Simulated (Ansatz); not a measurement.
## TaTe, first-principles data

TaTe:
```yaml
crystal:
  lattice:
    - [3.40423, 0.00000, 0.00000]
    - [0.00000, 3.40423, 0.00000]
    - [0.00000, 0.00000, 3.40423]
  atoms:
    - { symbol: Ta, position: [0.00000, 0.00000, 0.00000] }
    - { symbol: Te, position: [0.50000, 0.50000, 0.50000] }
```

Space group Pm-3m (No. 221), CsCl type; conventional cell a = b = c = 3.404 Å, α = β = γ = 90.00°.

Method: r²SCAN in the plane-wave PAW code Ansatz. Structure relaxed to zero pressure with the same functional. Other levels are named where they apply.

Cell and energy:

Volume per atom: 19.73 Å³
Density: 12.99 g/cm³
Formation energy from the elements (no fitted shifts): 0.22 eV/atom

Electronic structure:

* **Electronic character**: metallic (no gap)
* **Density of states at the Fermi level**: 1.1 states/eV per atom (mean over ±0.08 eV)
* **Gap with spin–orbit coupling**: none (metallic)

Mechanics:

* **Bulk modulus (Birch–Murnaghan fit)**: 153 GPa
* **Pressure derivative B′**: 4.7
* **Elastic constants (relaxed ions, GPa)**: C11 = 265, C12 = 98.6, C44 = 102
* **Mechanical stability**: stable (all eigenvalues of C positive)
* **Hill bulk and shear moduli**: 154 and 93.8 GPa
* **Young's modulus**: 234 GPa
* **Poisson's ratio**: 0.25
* **Debye temperature from the elastic constants**: 329 K

Charges:

* **Bader charges**: Ta +0.89, Te -0.89 e

The start of the workflow was typed in or built on a structure type; neither database checked (COD, Materials Project) lists it. Its standing as an ambient phase is unchecked. The r²SCAN relaxation kept the symmetry of its start; its stability against distortions is not shown here. The run is not spin-polarised. Its formation energy is positive at this level, so the cell may be metastable or incomplete. With an odd number of electrons in the cell and no spin polarisation, the count alone makes it a metal. As this level gives no gap, shear constants depend on the k-mesh and smearing (Fermi–Dirac, 0.1 eV here). On the denser mesh and wider smearing of the elastic run this cell carries a stress of 0.4 GPa. The references are the lowest solids computed at this level, not always the standard phases. Scalar-relativistic: spin–orbit coupling is off unless named, which matters more the heavier the elements.

Potentials: the later of the program's two PAW sets.
